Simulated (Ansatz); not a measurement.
The relaxed structure here is a generated cell of Rh: the first start was made by placing the elements on the sites of a structure type, and the end was not matched to a known phase here, so it may be hypothetical. Known forms of Rh include space group No. 225.

A relaxed structure of Rh. Level of theory: PBEsol (plane waves to 420 eV, PAW, scalar-relativistic; Ansatz, a first-principles code).

```
CELL_PARAMETERS angstrom
      2.49912     0.00000     0.00000
      0.00000     2.49912     0.00000
      0.00000     0.00000     2.49912
ATOMIC_POSITIONS crystal
  Rh 0.00000 0.00000 0.00000
```

Problem. Find the space group and the Wyckoff positions (tolerance 0.01 Å).

Solution. Space group Pm-3m (No. 221); a = b = c = 2.4991 Å, α = β = γ = 90.00°

```json
[
 {"atom": "Rh", "site": "1a", "symmetry": "m-3m", "x": "0.0000", "y": "0.0000", "z": "0.0000"}
]
```

This is the simple cubic type.

Problem. Give the shortest distances between elements (the closest pairs, up to four, under 3.6 Å).

Solution. Rh–Rh 2.50 Å.

| Item | Value |
|---|---|
| Volume per atom | 15.61 Å³ |
| Density | 10.95 g/cm³ |
| Band gap | no gap (metallic) |

No spin polarisation in the result.

The run could not lose the symmetry of its start: the end is stationary, and may be a saddle point rather than a minimum.
